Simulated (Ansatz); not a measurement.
Cl (simple cubic, Pm-3m) at seven volumes, the program Ansatz at the PBE level (PAW), scaled uniformly. One row is withheld.

| V (Å³/atom) | P (GPa) |
|---|---|
| 21.289 | 4.14 |
| 21.991 | 2.50 |
| 22.693 | 1.13 |
| 23.395 | 0.00 |
| 24.097 | -0.94 |
| 24.798 | ? |
| 25.500 | -2.34 |

Q: Fit the shown pressures and predict the withheld one.

A: P = (3/2)B₀(x^(7/2) − x^(5/2))[1 + (3/4)(B′ − 4)(x − 1)] with x = (V₀/V)^(2/3). Least squares on the six rows gives V₀ = 23.395 Å³/atom, B₀ = 34.2 GPa, B′ = 5.31. At V = 24.798, x = 0.9619 and P = -1.71 GPa. The run itself gave -1.71 GPa.

A made-up cell: these elements were put on the sites of a structure type; neither database checked (COD, Materials Project) lists it. It is not the usual solid phase (space group No. 64). Symmetry was held in the PBE relaxation; whether a distortion lowers the energy is not shown. The substance is a gas or liquid at ambient conditions.

Potentials: the later of the program's two PAW sets.
